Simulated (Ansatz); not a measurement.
LiH:
```cif
data_HLi
_chemical_formula_sum 'Li1 H1'
_space_group_name_H-M_alt 'P 1'
_space_group_IT_number 1
_cell_length_a 2.83323
_cell_length_b 2.83323
_cell_length_c 2.83323
_cell_angle_alpha 60.000
_cell_angle_beta 60.000
_cell_angle_gamma 60.000
loop_
_space_group_symop_operation_xyz
  'x, y, z'
loop_
_atom_site_label
_atom_site_type_symbol
_atom_site_fract_x
_atom_site_fract_y
_atom_site_fract_z
_atom_site_occupancy
Li1 Li 0.00000 0.00000 0.00000 1
H1 H 0.50000 0.50000 0.50000 1
```

Relaxed with PBE. Plane-wave PAW PBE (Ansatz code) gives a gap of 2.98 eV.

### Question
What gap does HSE06 give on the same cell (Ansatz, PAW)?

### Answer
3.97 eV, 0.99 eV more. The hybrid was solved on a coarser mesh and at special points; its gap is the smallest among all of these.

```
k  v1 PBE  c1 PBE  v1 HSE06  c1 HSE06
-  ------  ------  --------  --------
X    0.00    2.98      0.00      3.97
L   -2.63    4.91       ___       ___
W   -0.23    5.27       ___       ___
K   -0.51    4.13       ___       ___
```

### Question
Top valence (v1) and lowest conduction level (c1) in eV from each method's valence maximum (which need not be a listed point): supply the withheld HSE06 values.

### Answer

- W, v1 HSE06: -0.24
- W, c1 HSE06: 6.39
- K, v1 HSE06: -0.55
- K, c1 HSE06: 5.19
- L, v1 HSE06: -2.88
- L, c1 HSE06: 5.95

Cost on shared cores: the PBE run (SCF on a 12×12×12 mesh, then bands and DOS) very roughly 6 core-seconds, the HSE06 run (SCF on 9×9×9, then a few points) very roughly 60 core-seconds; the tasks are unlike.

Space group Fm-3m (rock salt). The cell was relaxed with PBE under the symmetry of its start; phonons on a q-mesh show no instability.

Potentials: the later of the program's two PAW sets.
